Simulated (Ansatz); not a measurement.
**Sn4H: zone-centre modes**

Method: Ansatz, DFT PBE, scalar-relativistic, plane waves, PAW. Plane waves to 420 eV; Γ-centred k mesh 12×12×4; Gaussian smearing of 0.01 eV. No spin polarisation. Phonons by linear response, acoustic sum rule imposed.

Relaxed structure:
```
CELL_PARAMETERS angstrom
4.71607 0.00000 0.00000
-2.35804 4.08424 0.00000
0.00000 0.00000 16.46515
ATOMIC_POSITIONS crystal
Sn 0.00000 0.00000 0.08727
Sn 0.00000 0.00000 0.91273
Sn 0.66667 0.33333 0.85484
Sn 0.66667 0.33333 0.68054
Sn 0.66667 0.33333 0.37352
Sn 0.33333 0.66667 0.62648
Sn 0.33333 0.66667 0.14516
Sn 0.33333 0.66667 0.31946
H 0.66667 0.33333 0.47979
H 0.33333 0.66667 0.52021
```

The cell was found from a proposed guess, not taken from experiment. In a metal, frequencies depend on the k mesh and the smearing, soft modes most. Spin–orbit coupling is left out, which matters for heavy elements. No dispersion correction is applied, so modes and constants that involve weak contacts between layers, chains or molecules come out too soft.

Q: Is this structure stable against zone-centre distortions?

A: Yes, at Γ: no optical mode is imaginary. Strains and other wave vectors aren't tested by this run.

Q: List the optical modes at Γ (i marks imaginary ones).

A:
```
frequency (THz)  degeneracy
           0.72           2
           0.89           2
           1.00           2
           1.24           1
           2.32           1
           3.29           1
           3.78           1
           4.78           1
           5.10           2
           5.16           1
           5.17           2
           5.40           2
           5.42           2
           5.44           1
          12.23           2
          13.89           2
          50.98           1
          51.99           1
```
